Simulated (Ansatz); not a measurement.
ZnInGaO$_{4}$ (InGaZnO4 type, space group R3m)

```yaml
crystal:
  lattice:
    - [1.65535, 0.95571, 8.58736]
    - [-1.65535, 0.95571, 8.58736]
    - [0.00000, -1.91143, 8.58736]
  atoms:
    - { symbol: In, position: [0.99693, 0.99693, 0.99693] }
    - { symbol: Ga, position: [0.21290, 0.21290, 0.21290] }
    - { symbol: Zn, position: [0.78126, 0.78126, 0.78126] }
    - { symbol: O, position: [0.13651, 0.13651, 0.13651] }
    - { symbol: O, position: [0.87897, 0.87897, 0.87897] }
    - { symbol: O, position: [0.28863, 0.28863, 0.28863] }
    - { symbol: O, position: [0.70480, 0.70480, 0.70480] }
```

The slice is a (0001) plane (indices of the conventional cell) through the point (0.137, 0.137, 0.137) (fractional), spanned by u = [1 0 -1] and v = [-1 2 -1] in vectors of this cell: u (3.31 Å) and v (5.73 Å, at 90° to u). It covers one period; positions are fractions (u, v).

All values below come from r2SCAN (plane waves to 500 eV, PAW, scalar-relativistic; Ansatz, an electronic-structure program). k mesh 12×12×12. Inside the PAW spheres the values are not all-electron values, and peaks at nuclei hang on which shells count as valence. ZnInGaO4 was relaxed with its symmetry unable to fall.

Task: Predict the map of the valence electron density on the slice.

Result: 
```
|9987543444345789|
|8876544555445678|
|7765445666544567|
|5544456777654445|
|3333356777653333|
|2222345676543222|
|1112235555532211|
|0011234444432110|
|0001234444432100|
|0012345555543210|
|0012356777653210|
|1123467888764321|
|1223568999865322|
|2234578999875432|
|4434578999875434|
|5544567888765445|
|6654456777654456|
|7765444555444567|
|7765333333333567|
|7654322222223456|
|5553221111122355|
|4443211000112344|
|4443210000012344|
|5554321000123455|
|7765321000123567|
|8876432111234678|
|9986532212235689|
|9987543222345789|
```
Scale: ten equal steps from -1.45 (start of '0') to 0.88 (end of '9'), in the order '0123456789'. Values: log₁₀ of the valence density in e/Å³. The map has 16 points along u (one character each, u = 0 at the left) and 28 along v (v = 0 in the bottom row). The scale is logarithmic, as a density can span decades between atoms and voids.
